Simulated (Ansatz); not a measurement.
# Sb: one input, then a changed one

The cell comes from COD entry 9013009, which wasn't checked; take it as a given geometry.

First run: DFT, LDA, all-electron LAPW, scalar-relativistic (Ansatz 0.2.0).

Command: `ansatz run input.yaml --threads 1 --pin off --max-ram 2048MiB --backend cpu --events-out ev --progress --plain --runs-dir out` The run took 8.4 s on 1 thread of Intel(R) Xeon(R) 6975P-C (Granite Rapids), with other jobs on the host, peak memory 0.31 GiB.

```yaml
crystal:
  lattice:
    - [0.0, 2.305, 2.305]
    - [2.305, 0.0, 2.305]
    - [2.305, 2.305, 0.0]
  atoms:
    - { symbol: Sb, position: [0.0, 0.0, 0.0] }
kpoints:
  mp_grid: { grid: [12, 12, 12] }
scf:
  occupations: { method: fermi_dirac, width: 0.05 }
hamiltonian:
  xc: lda
  pseudopotentials: { kind: all_electron, lapw: { basis_error: 0.001 } }
output:
  forces: true
  stress: true
relax:
  f_tol: 0.005
  max_steps: 80
  cell: {}
```

Result: converged; relaxed volume 25.813 Å³/atom; 18 SCF iterations in all.

No spin–orbit coupling, which matters for the heavy atoms here.

The input is then changed:

```diff
@@ -7,10 +7,12 @@
     - { symbol: Sb, position: [0.0, 0.0, 0.0] }
 kpoints:
-  mp_grid: { grid: [12, 12, 12] }
+  mp_grid: { grid: [18, 18, 18] }
 scf:
   occupations: { method: fermi_dirac, width: 0.05 }
+  lower_state_search: light
 hamiltonian:
   xc: lda
   pseudopotentials: { kind: all_electron, lapw: { basis_error: 0.001 } }
+  dispersion: d3bj
 output:
   forces: true
```

Question: Predict the outcome of the changed run.

Answer: It converged; relaxed volume 24.525 Å³/atom; 9 SCF iterations in all.
